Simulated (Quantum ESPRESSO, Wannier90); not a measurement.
Wannier functions of GaN (zinc blende)

```xyz
2
Lattice="0.0000 2.2535 2.2535 2.2535 0.0000 2.2535 2.2535 2.2535 0.0000" Properties=species:S:1:pos:R:3 pbc="T T T"
Ga     0.0000     0.0000     0.0000
N      1.1267     1.1267     1.1267
```

Structure: Materials Project mp-830, symmetrised, not relaxed again. Not found in the COD (Crystallography Open Database) copy used, which has the formula in other groups; not checked further. Computed values, not measurements, from PBE: Quantum ESPRESSO (norm-conserving PseudoDojo potentials, cutoff 68 Ry, no spin polarisation, no spin-orbit coupling) on a Γ-centred 12×12×12 mesh, then Wannier90. Density: 12×12×12 mesh, cold smearing 0.01 Ry.

A tight-binding model is made by disentanglement and projection with no localisation steps (num_iter = 0), so the 8 orbitals stay atom-like: hydrogen-like Ga: s;p; N: s;p, axes along x, y, z; frozen window up to 3.26 eV relative to the valence-band maximum. It follows pw.x to 0.8 meV rms for states up to 2.8 eV relative to the valence-band maximum. Matrix elements depend on this choice of orbitals and windows. Bands 2–6 (Ga 3d 91 %, N 2s 5 %) lie between the kept ones and are excluded.

The 45 largest hoppings ⟨m,0|H|n,R⟩ between different sites (one of each Hermitian pair; signs follow the real orbitals' lobes; the list may end inside a set of equal values):

```json
[
 {"m": "N2 s", "n": "Ga1 s", "R": "1 0 0", "distance of the centres (Å)": "1.95", "t (eV)": "-1.762"},
 {"m": "N2 s", "n": "Ga1 s", "R": "0 0 0", "distance of the centres (Å)": "1.95", "t (eV)": "-1.762"},
 {"m": "N2 s", "n": "Ga1 s", "R": "0 1 0", "distance of the centres (Å)": "1.95", "t (eV)": "-1.762"},
 {"m": "N2 s", "n": "Ga1 s", "R": "0 0 1", "distance of the centres (Å)": "1.95", "t (eV)": "-1.762"},
 {"m": "N2 s", "n": "Ga1 py", "R": "0 1 0", "distance of the centres (Å)": "1.95", "t (eV)": "-1.733"},
 {"m": "N2 s", "n": "Ga1 py", "R": "1 0 0", "distance of the centres (Å)": "1.95", "t (eV)": "1.733"},
 {"m": "N2 s", "n": "Ga1 py", "R": "0 0 1", "distance of the centres (Å)": "1.95", "t (eV)": "1.733"},
 {"m": "N2 s", "n": "Ga1 pz", "R": "0 1 0", "distance of the centres (Å)": "1.95", "t (eV)": "1.733"},
 {"m": "N2 s", "n": "Ga1 pz", "R": "0 0 0", "distance of the centres (Å)": "1.95", "t (eV)": "-1.733"},
 {"m": "N2 s", "n": "Ga1 pz", "R": "0 0 1", "distance of the centres (Å)": "1.95", "t (eV)": "-1.733"},
 {"m": "N2 s", "n": "Ga1 py", "R": "0 0 0", "distance of the centres (Å)": "1.95", "t (eV)": "-1.733"},
 {"m": "N2 s", "n": "Ga1 px", "R": "0 1 0", "distance of the centres (Å)": "1.95", "t (eV)": "1.733"},
 {"m": "N2 s", "n": "Ga1 pz", "R": "1 0 0", "distance of the centres (Å)": "1.95", "t (eV)": "1.733"},
 {"m": "N2 s", "n": "Ga1 px", "R": "1 0 0", "distance of the centres (Å)": "1.95", "t (eV)": "-1.733"},
 {"m": "N2 s", "n": "Ga1 px", "R": "0 0 0", "distance of the centres (Å)": "1.95", "t (eV)": "-1.733"},
 {"m": "N2 s", "n": "Ga1 px", "R": "0 0 1", "distance of the centres (Å)": "1.95", "t (eV)": "1.733"},
 {"m": "N2 py", "n": "Ga1 s", "R": "0 1 0", "distance of the centres (Å)": "1.95", "t (eV)": "1.651"},
 {"m": "N2 py", "n": "Ga1 s", "R": "0 0 1", "distance of the centres (Å)": "1.95", "t (eV)": "-1.651"},
 {"m": "N2 py", "n": "Ga1 s", "R": "0 0 0", "distance of the centres (Å)": "1.95", "t (eV)": "1.651"},
 {"m": "N2 pz", "n": "Ga1 s", "R": "0 1 0", "distance of the centres (Å)": "1.95", "t (eV)": "-1.651"},
 {"m": "N2 py", "n": "Ga1 s", "R": "1 0 0", "distance of the centres (Å)": "1.95", "t (eV)": "-1.651"},
 {"m": "N2 pz", "n": "Ga1 s", "R": "1 0 0", "distance of the centres (Å)": "1.95", "t (eV)": "-1.650"},
 {"m": "N2 pz", "n": "Ga1 s", "R": "0 0 1", "distance of the centres (Å)": "1.95", "t (eV)": "1.650"},
 {"m": "N2 pz", "n": "Ga1 s", "R": "0 0 0", "distance of the centres (Å)": "1.95", "t (eV)": "1.650"},
 {"m": "N2 px", "n": "Ga1 s", "R": "0 0 0", "distance of the centres (Å)": "1.95", "t (eV)": "1.650"},
 {"m": "N2 px", "n": "Ga1 s", "R": "0 1 0", "distance of the centres (Å)": "1.95", "t (eV)": "-1.650"},
 {"m": "N2 px", "n": "Ga1 s", "R": "1 0 0", "distance of the centres (Å)": "1.95", "t (eV)": "1.650"},
 {"m": "N2 px", "n": "Ga1 s", "R": "0 0 1", "distance of the centres (Å)": "1.95", "t (eV)": "-1.650"},
 {"m": "N2 px", "n": "Ga1 py", "R": "0 1 0", "distance of the centres (Å)": "1.95", "t (eV)": "-1.647"},
 {"m": "N2 px", "n": "Ga1 py", "R": "0 0 0", "distance of the centres (Å)": "1.95", "t (eV)": "1.647"},
 {"m": "N2 px", "n": "Ga1 py", "R": "0 0 1", "distance of the centres (Å)": "1.95", "t (eV)": "1.647"},
 {"m": "N2 px", "n": "Ga1 pz", "R": "0 1 0", "distance of the centres (Å)": "1.95", "t (eV)": "1.647"},
 {"m": "N2 pz", "n": "Ga1 py", "R": "0 1 0", "distance of the centres (Å)": "1.95", "t (eV)": "-1.647"},
 {"m": "N2 px", "n": "Ga1 pz", "R": "1 0 0", "distance of the centres (Å)": "1.95", "t (eV)": "-1.647"},
 {"m": "N2 px", "n": "Ga1 py", "R": "1 0 0", "distance of the centres (Å)": "1.95", "t (eV)": "-1.647"},
 {"m": "N2 px", "n": "Ga1 pz", "R": "0 0 1", "distance of the centres (Å)": "1.95", "t (eV)": "-1.647"},
 {"m": "N2 px", "n": "Ga1 pz", "R": "0 0 0", "distance of the centres (Å)": "1.95", "t (eV)": "1.647"},
 {"m": "N2 pz", "n": "Ga1 py", "R": "1 0 0", "distance of the centres (Å)": "1.95", "t (eV)": "1.647"},
 {"m": "N2 pz", "n": "Ga1 py", "R": "0 0 0", "distance of the centres (Å)": "1.95", "t (eV)": "1.647"},
 {"m": "N2 pz", "n": "Ga1 py", "R": "0 0 1", "distance of the centres (Å)": "1.95", "t (eV)": "-1.647"},
 {"m": "N2 pz", "n": "Ga1 px", "R": "0 1 0", "distance of the centres (Å)": "1.95", "t (eV)": "1.647"},
 {"m": "N2 pz", "n": "Ga1 px", "R": "1 0 0", "distance of the centres (Å)": "1.95", "t (eV)": "-1.647"},
 {"m": "N2 py", "n": "Ga1 px", "R": "0 0 0", "distance of the centres (Å)": "1.95", "t (eV)": "1.647"},
 {"m": "N2 py", "n": "Ga1 px", "R": "0 1 0", "distance of the centres (Å)": "1.95", "t (eV)": "-1.647"},
 {"m": "N2 py", "n": "Ga1 pz", "R": "0 1 0", "distance of the centres (Å)": "1.95", "t (eV)": "-1.647"}
]
```
